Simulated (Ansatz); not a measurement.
Ti (bcc (W type), Im-3m), a = 3.165 Å, b = 3.165 Å, c = 3.165 Å, α = 90.00°, β = 90.00°, γ = 90.00°; the cell used has 1 atom.

This is the LDA-relaxed structure.

Q: All from DFT-LDA in the program Ansatz with PAW potentials, unless another level is named. Estimate the bulk modulus (Birch–Murnaghan fit).

A: 119 GPa.

Q: What about the elastic constants (relaxed ions, GPa)?

A: C11 = 108, C12 = 126, C44 = 32.5.

This is a known high-temperature phase of the composition, computed here at zero pressure and temperature. The LDA relaxation kept the symmetry of its start. At this level the phase is mechanically unstable. The run is not spin-polarised. As this level gives no gap, shear constants depend on the k-mesh and smearing (Fermi–Dirac, 0.1 eV here). On the denser mesh and wider smearing of the elastic run this cell carries a stress of 0.4 GPa.

Potentials: the earlier of the program's two PAW sets.
